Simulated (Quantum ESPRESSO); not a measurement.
## MgGa2SiN4 (convergence and cost over cutoff and k mesh)

Computed values, not a measurement. The program is pw.x of Quantum ESPRESSO 7.5 (plane-wave density functional theory). The cell is made up: 8 atoms on a wurtzite lattice, with randomly drawn elements, strain and displacements, not relaxed. PseudoDojo standard norm-conserving files (v0.5 for PBE, v0.4.1 for LDA and PBEsol) set the functional; there is no spin polarisation, spin-orbit coupling or dispersion term, and the masses in the input are unused placeholders.

Input of the run in row 2:

```
&control calculation='scf', pseudo_dir='./dojo.nc.sr.pbe.v0_5.standard.upf', outdir='./o', disk_io='medium', tprnfor=.true., tstress=.true. /
&system ibrav=0, nat=8, ntyp=4, nbnd=36, ecutwfc=84.00895049, nosym=.true., tot_charge=0,
 occupations='smearing', smearing='fd', degauss=0.0018374661
/
&electrons conv_thr=7.350e-09, electron_maxstep=60, /
ATOMIC_SPECIES
Ga 1.0 Ga.upf
Mg 1.0 Mg.upf
N 1.0 N.upf
Si 1.0 Si.upf
CELL_PARAMETERS angstrom
3.2495 0.0 0.0
0.0 5.6283 0.0
0.0 0.0 5.3065
ATOMIC_POSITIONS angstrom
Mg 0.0232 -0.0545 0.0122
Ga 1.6576 2.9297 -0.0285
Si 1.4776 0.9051 2.7594
Ga 0.0216 3.6161 2.6922
N -0.0547 -0.121 1.8682
N 1.4979 2.9266 2.0268
N 1.5936 0.9162 4.7307
N -0.0094 3.7564 4.5351
K_POINTS automatic
5 4 4 1 1 1
```

The same cell was run at these settings. Meshes are shifted by half a step, and differences are from the last row, which is itself not exact.

```
cutoff (eV)     k mesh  k points solved  threshold (eV)  free energy less the last row's (eV)  pressure (GPa)  largest stress difference (GPa)  largest force difference (eV/Å)  iterations  wall time (s)  k-point pools              processor
        800  2 x 2 x 2                4           1e-04                                 1.893          -45.13                            44.80                            0.168          10             35              1  AMD EPYC, Zen 5 class
       1143  5 x 4 x 4               40           1e-07                                -0.006           -3.96                             0.06                            0.003          13            364              1  AMD EPYC, Zen 5 class
       1437  7 x 6 x 6              126           1e-07                                 0.000           -3.96                             0.00                            0.000          13           1074              1  AMD EPYC, Zen 5 class
```

Each pool is one process. Wall times include start-up and a band step at six k points, which weighs most on the coarsest meshes. The runs were on shared virtual cores whose load varied, so times are rough.